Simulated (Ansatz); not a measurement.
GaN:
```
CELL_PARAMETERS angstrom
      2.70255     0.00000     0.00000
      0.00000     2.70255     0.00000
      0.00000     0.00000     2.70255
ATOMIC_POSITIONS crystal
  Ga 0.00000 0.00000 0.00000
  N  0.50000 0.50000 0.50000
```

Relaxed with PBEsol. Special points in fractions of this cell's reciprocal vectors: Γ (0.000, 0.000, 0.000); X (0.000, 0.500, 0.000); M (0.500, 0.500, 0.000); R (0.500, 0.500, 0.500).

**Question.** List the band energies nearest the Fermi level at these points for DFT-PBEsol in the program Ansatz with PAW potentials.

**Answer.** In eV from the Fermi level; about four levels below and three above (degenerate sets whole), none deeper than 8.9 eV; … stands for higher levels left out; points with the same levels are listed once.

| k | below | above |
|---|---|---|
| Γ | -1.51 -1.38 -1.38 -1.38 | … |
| X | – | 0.08 0.08 3.68 |
| M | -6.51 -6.51 -2.61 | 0.47 … |
| R | -3.14 -3.14 -3.14 | … |

Space group Pm-3m (CsCl type). The cell is a constructed one: a structure type filled with these elements; neither database checked (COD, Materials Project) lists it. It is not the phase usual at ambient conditions (space group No. 186, 216). The PBEsol relaxation kept the symmetry of its start. At this level the phase is dynamically unstable (imaginary phonons). Scalar-relativistic: spin–orbit coupling is off unless named, which matters more the heavier the elements.

Potentials: the earlier of the program's two PAW sets. The files were generated under PBE; for other functionals the program regenerates the frozen cores, and for LDA and PBEsol the local potential too.
